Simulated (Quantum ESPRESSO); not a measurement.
Ti3TaO7N, finding a planted mistake in a log

Simulated, not a measurement. The program is pw.x of Quantum ESPRESSO 7.5 (plane-wave density functional theory). The cell is made up: 12 atoms on a fluorite lattice, with randomly drawn elements, strain and displacements, not relaxed. PseudoDojo standard norm-conserving files (v0.5 for PBE, v0.4.1 for LDA and PBEsol) set the functional; there is no spin polarisation, spin-orbit coupling or dispersion term, and the masses in the input are unused placeholders.

Intended input:

```
&control calculation='scf', pseudo_dir='./dojo.nc.sr.pbe.v0_5.standard.upf', outdir='./o', disk_io='low', tprnfor=.true., tstress=.true. /
&system ibrav=0, nat=12, ntyp=4, nbnd=54, ecutwfc=84.00895049, nosym=.true., tot_charge=0,
 occupations='smearing', smearing='fd', degauss=0.0018374661
/
&electrons conv_thr=7.350e-09, electron_maxstep=60, /
ATOMIC_SPECIES
N 1.0 N.upf
O 1.0 O.upf
Ta 1.0 Ta.upf
Ti 1.0 Ti.upf
CELL_PARAMETERS angstrom
4.8461 -0.0356 -0.0296
-0.0356 4.7327 0.0543
-0.0296 0.0543 4.8333
ATOMIC_POSITIONS angstrom
Ti 0.045 -0.0898 -0.0404
Ti 0.0123 2.4084 2.4622
Ti 2.3763 -0.0271 2.4584
Ta 2.4682 2.4074 0.0703
O 1.1808 1.1548 1.2573
O 1.133 1.2587 3.5861
O 1.1518 3.5507 1.2071
N 1.2211 3.541 3.6059
O 3.6616 1.1511 1.2574
O 3.6456 1.1984 3.6098
O 3.6639 3.5538 1.3104
O 3.6167 3.5406 3.6434
K_POINTS automatic
5 5 5 1 1 1
```

The log is shortened where brackets say so; the opening notice, blank lines, dates and the lines on written files are dropped, and the path of the files is cut. It prints rydbergs, bohrs and kilobars, and counts compression as positive stress. Where no state is partly filled, the Fermi energy that it prints is only some level between the filled and the empty states on the mesh, and need not lie in the true gap.

Log of the intended run:

```
     Program PWSCF v.7.5
     Parallel version (MPI & OpenMP), running on       4 processor cores
     Number of MPI processes:                 4
     Threads/MPI process:                     1
     [start-up lines left out]
     bravais-lattice index     =            0
     lattice parameter (alat)  =       9.1582  a.u.
     unit-cell volume          =     747.9041 (a.u.)^3
     number of atoms/cell      =           12
     number of atomic types    =            4
     number of electrons       =        96.00
     number of Kohn-Sham states=           54
     kinetic-energy cutoff     =      84.0090  Ry
     charge density cutoff     =     336.0358  Ry
     scf convergence threshold =      7.3E-09
     mixing beta               =       0.7000
     number of iterations used =            8  plain     mixing
     Exchange-correlation= PBE
                           (   1   4   3   4   0   0   0)
     [axes and pseudopotential details left out]
   Cartesian axes
     site n.     atom                  positions (alat units)
         1        Ti     tau(   1) = (   0.0092854  -0.0185295  -0.0083362  )
         2        Ti     tau(   2) = (   0.0025380   0.4969543   0.5080555  )
         3        Ti     tau(   3) = (   0.4903307  -0.0055919   0.5072714  )
         4        Ta     tau(   4) = (   0.5092935   0.4967479   0.0145058  )
         5        O      tau(   5) = (   0.2436487   0.2382838   0.2594339  )
         6        O      tau(   6) = (   0.2337856   0.2597228   0.7399633  )
         7        O      tau(   7) = (   0.2376648   0.7326588   0.2490755  )
         8        N      tau(   8) = (   0.2519643   0.7306573   0.7440489  )
         9        O      tau(   9) = (   0.7555422   0.2375204   0.2594545  )
        10        O      tau(  10) = (   0.7522407   0.2472804   0.7448536  )
        11        O      tau(  11) = (   0.7560168   0.7332985   0.2703907  )
        12        O      tau(  12) = (   0.7462774   0.7305748   0.7517867  )
     number of k points=    63  Fermi-Dirac smearing, width (Ry)=  0.0018
                       cart. coord. in units 2pi/alat
        k(    1) = (   0.1013632   0.1020188   0.0997440), wk =   0.0320000
        k(    2) = (   0.1025715   0.0997267   0.3003160), wk =   0.0320000
     [further k points left out]
     Dense  grid:    77787 G-vectors     FFT dimensions: (  54,  54,  54)
     Estimated max dynamical RAM per process >     260.82 MB
     Estimated total dynamical RAM >     986.31 MB
     Initial potential from superposition of free atoms
     starting charge      95.9943, renormalised to      96.0000
     Starting wfcs are   72 randomized atomic wfcs
     total cpu time spent up to now is        5.7 secs
     per-process dynamical memory:   203.4 Mb
     Self-consistent Calculation
     iteration #  1     ecut=    84.01 Ry     beta= 0.70
     Davidson diagonalization with overlap
     ethr =  1.00E-02,  avg # of iterations =  2.0
     total cpu time spent up to now is       15.2 secs
     total energy              =    -736.40069013 Ry
     estimated scf accuracy    <       6.04972035 Ry
     iteration #  2     ecut=    84.01 Ry     beta= 0.70
     Davidson diagonalization with overlap
     ethr =  6.30E-03,  avg # of iterations =  7.0
     total cpu time spent up to now is       34.8 secs
     total energy              =    -729.88185231 Ry
     estimated scf accuracy    <      63.73067061 Ry
     [iterations 3 to 21 left out]
     iteration # 22     ecut=    84.01 Ry     beta= 0.70
     Davidson diagonalization with overlap
     ethr =  9.57E-11,  avg # of iterations =  1.6
     total cpu time spent up to now is      343.1 secs
     total energy              =    -739.62635605 Ry
     estimated scf accuracy    <       0.00000005 Ry
     iteration # 23     ecut=    84.01 Ry     beta= 0.70
     Davidson diagonalization with overlap
     ethr =  5.49E-11,  avg # of iterations =  4.8
     total cpu time spent up to now is      356.2 secs
     End of self-consistent calculation
     [lines on levels left out]
     the Fermi energy is    14.1453 ev
!    total energy              =    -739.62635605 Ry
     estimated scf accuracy    <          3.9E-09 Ry
     smearing contrib. (-TS)   =      -0.00000000 Ry
     internal energy E=F+TS    =    -739.62635605 Ry
     The total energy is F=E-TS. E is the sum of the following terms:
     one-electron contribution =    -147.12491099 Ry
     hartree contribution      =     132.13797766 Ry
     xc contribution           =    -147.06232701 Ry
     ewald contribution        =    -577.57709572 Ry
     convergence has been achieved in  23 iterations
     Forces acting on atoms (cartesian axes, Ry/au):
     atom    1 type  4   force =     0.02273516    0.03620093   -0.03161770
     atom    2 type  4   force =     0.00917190   -0.02913217    0.01282893
     atom    3 type  4   force =    -0.02291123    0.03311930    0.01531433
     atom    4 type  3   force =    -0.02006338   -0.04473269   -0.01027122
     atom    5 type  2   force =     0.03190846    0.01390655   -0.03352032
     atom    6 type  2   force =     0.04831062   -0.05325927    0.05445333
     atom    7 type  2   force =     0.04642142   -0.01721826   -0.01463563
     atom    8 type  1   force =    -0.00742894    0.04608363    0.02933249
     atom    9 type  2   force =    -0.02372012    0.01969535   -0.04796885
     atom   10 type  2   force =    -0.04997794   -0.00963004    0.03416316
     atom   11 type  2   force =    -0.05397624   -0.00562289   -0.04646379
     atom   12 type  2   force =     0.01953029    0.01058955    0.03838527
     Total force =     0.196331     Total SCF correction =     0.000095
     Computing stress (Cartesian axis) and pressure
          total   stress  (Ry/bohr**3)                   (kbar)     P=      130.19
   0.00059056   0.00001215   0.00008662           86.88        1.79       12.74
   0.00001215   0.00140846  -0.00019721            1.79      207.19      -29.01
   0.00008662  -0.00019721   0.00065597           12.74      -29.01       96.50
     init_run     :      5.24s CPU      5.50s WALL (       1 calls)
     electrons    :    349.10s CPU    350.48s WALL (       1 calls)
     forces       :      2.55s CPU      2.62s WALL (       1 calls)
     stress       :      8.95s CPU      9.16s WALL (       1 calls)
     [timing details left out]
     PWSCF        :   6m 6.14s CPU   6m 8.12s WALL
     JOB DONE.
```

A second run was made from an input with one planted mistake. Its log:

```
     Program PWSCF v.7.5
     Parallel version (MPI & OpenMP), running on       4 processor cores
     Number of MPI processes:                 4
     Threads/MPI process:                     1
     [start-up lines left out]
     bravais-lattice index     =            0
     lattice parameter (alat)  =       9.1582  a.u.
     unit-cell volume          =     747.9041 (a.u.)^3
     number of atoms/cell      =           12
     number of atomic types    =            4
     number of electrons       =        96.00
     number of Kohn-Sham states=           54
     kinetic-energy cutoff     =      84.0090  Ry
     charge density cutoff     =     336.0358  Ry
     scf convergence threshold =      7.3E-09
     mixing beta               =       0.7000
     number of iterations used =            8  plain     mixing
     Exchange-correlation= PBE
                           (   1   4   3   4   0   0   0)
     [axes and pseudopotential details left out]
   Cartesian axes
     site n.     atom                  positions (alat units)
         1        Ti     tau(   1) = (   0.0092854  -0.0185295  -0.0083362  )
         2        Ti     tau(   2) = (   0.0025380   0.4969543   0.5080555  )
         3        Ti     tau(   3) = (   0.4903307  -0.0055919   0.5072714  )
         4        Ta     tau(   4) = (   0.5092935   0.4967479   0.0145058  )
         5        O      tau(   5) = (   0.2436487   0.2382838   0.2594339  )
         6        N      tau(   6) = (   0.2337856   0.2597228   0.7399633  )
         7        O      tau(   7) = (   0.2376648   0.7326588   0.2490755  )
         8        O      tau(   8) = (   0.2519643   0.7306573   0.7440489  )
         9        O      tau(   9) = (   0.7555422   0.2375204   0.2594545  )
        10        O      tau(  10) = (   0.7522407   0.2472804   0.7448536  )
        11        O      tau(  11) = (   0.7560168   0.7332985   0.2703907  )
        12        O      tau(  12) = (   0.7462774   0.7305748   0.7517867  )
     number of k points=    63  Fermi-Dirac smearing, width (Ry)=  0.0018
                       cart. coord. in units 2pi/alat
        k(    1) = (   0.1013632   0.1020188   0.0997440), wk =   0.0320000
        k(    2) = (   0.1025715   0.0997267   0.3003160), wk =   0.0320000
     [further k points left out]
     Dense  grid:    77787 G-vectors     FFT dimensions: (  54,  54,  54)
     Estimated max dynamical RAM per process >     260.82 MB
     Estimated total dynamical RAM >     986.31 MB
     Initial potential from superposition of free atoms
     starting charge      95.9943, renormalised to      96.0000
     Starting wfcs are   72 randomized atomic wfcs
     total cpu time spent up to now is        9.2 secs
     per-process dynamical memory:   203.4 Mb
     Self-consistent Calculation
     iteration #  1     ecut=    84.01 Ry     beta= 0.70
     Davidson diagonalization with overlap
     ethr =  1.00E-02,  avg # of iterations =  2.0
     total cpu time spent up to now is       25.4 secs
     total energy              =    -736.31101199 Ry
     estimated scf accuracy    <       6.11533928 Ry
     iteration #  2     ecut=    84.01 Ry     beta= 0.70
     Davidson diagonalization with overlap
     ethr =  6.37E-03,  avg # of iterations =  6.8
     total cpu time spent up to now is       56.4 secs
     total energy              =    -729.87580345 Ry
     estimated scf accuracy    <      65.18047653 Ry
     [iterations 3 to 18 left out]
     iteration # 19     ecut=    84.01 Ry     beta= 0.70
     Davidson diagonalization with overlap
     ethr =  4.15E-11,  avg # of iterations =  3.1
     total cpu time spent up to now is      319.3 secs
     total energy              =    -739.59756812 Ry
     estimated scf accuracy    <          9.2E-09 Ry
     iteration # 20     ecut=    84.01 Ry     beta= 0.70
     Davidson diagonalization with overlap
     ethr =  9.59E-12,  avg # of iterations =  6.4
     total cpu time spent up to now is      338.0 secs
     End of self-consistent calculation
     [lines on levels left out]
     the Fermi energy is    14.3107 ev
!    total energy              =    -739.59756812 Ry
     estimated scf accuracy    <          6.1E-09 Ry
     smearing contrib. (-TS)   =      -0.00000000 Ry
     internal energy E=F+TS    =    -739.59756812 Ry
     The total energy is F=E-TS. E is the sum of the following terms:
     one-electron contribution =    -148.09502073 Ry
     hartree contribution      =     132.64563162 Ry
     xc contribution           =    -147.06796538 Ry
     ewald contribution        =    -577.08021363 Ry
     convergence has been achieved in  20 iterations
     Forces acting on atoms (cartesian axes, Ry/au):
     atom    1 type  4   force =     0.02525012    0.10824159   -0.03437973
     atom    2 type  4   force =     0.01386873   -0.10899059    0.01471015
     atom    3 type  4   force =    -0.01793323    0.11273837    0.01021334
     atom    4 type  3   force =    -0.01379095   -0.11977729   -0.00596319
     atom    5 type  2   force =     0.03390204    0.01120556   -0.03172658
     atom    6 type  1   force =     0.04805742   -0.05194597    0.05544530
     atom    7 type  2   force =     0.05097151   -0.01751062   -0.01895316
     atom    8 type  2   force =    -0.00650073    0.04608154    0.03006382
     atom    9 type  2   force =    -0.02941358    0.02223334   -0.04664523
     atom   10 type  2   force =    -0.05353896   -0.01122065    0.03420867
     atom   11 type  2   force =    -0.05951555   -0.00119196   -0.04547343
     atom   12 type  2   force =     0.00864317    0.01013666    0.03850004
     Total force =     0.291886     Total SCF correction =     0.000231
     Computing stress (Cartesian axis) and pressure
          total   stress  (Ry/bohr**3)                   (kbar)     P=      135.10
   0.00061970   0.00000797   0.00008315           91.16        1.17       12.23
   0.00000797   0.00143898  -0.00021129            1.17      211.68      -31.08
   0.00008315  -0.00021129   0.00069654           12.23      -31.08      102.46
     init_run     :      8.67s CPU      9.06s WALL (       1 calls)
     electrons    :    327.43s CPU    328.86s WALL (       1 calls)
     forces       :      2.44s CPU      2.46s WALL (       1 calls)
     stress       :      8.96s CPU      8.96s WALL (       1 calls)
     [timing details left out]
     PWSCF        :   5m47.71s CPU   5m49.62s WALL
     JOB DONE.
```

Question: what was wrong in the second input?

Answer: two atoms have their elements exchanged. The input lines that differ, file-writing options aside:

```
- O 1.133 1.2587 3.5861
+ N 1.133 1.2587 3.5861
- N 1.2211 3.541 3.6059
+ O 1.2211 3.541 3.6059
```

|  | intended run | run with the mistake |
| --- | --- | --- |
| free energy (eV) | -10063.129 | -10062.738 |
| smearing term -TS (eV) | 0.0000 | 0.0000 |
| pressure (GPa) | 13.02 | 13.51 |
| largest force component (eV/Å) | 1.400 | 3.080 |
| largest change of a force component (eV/Å) |  | 2.053 |
| iterations | 23 | 20 |

For scale, a rerun of the intended cell at a cutoff of 1437 eV and k mesh 7 x 7 x 7 moved values by no more than 0.002 eV in energy, 0.06 GPa in stress and 0.004 eV/Å in force.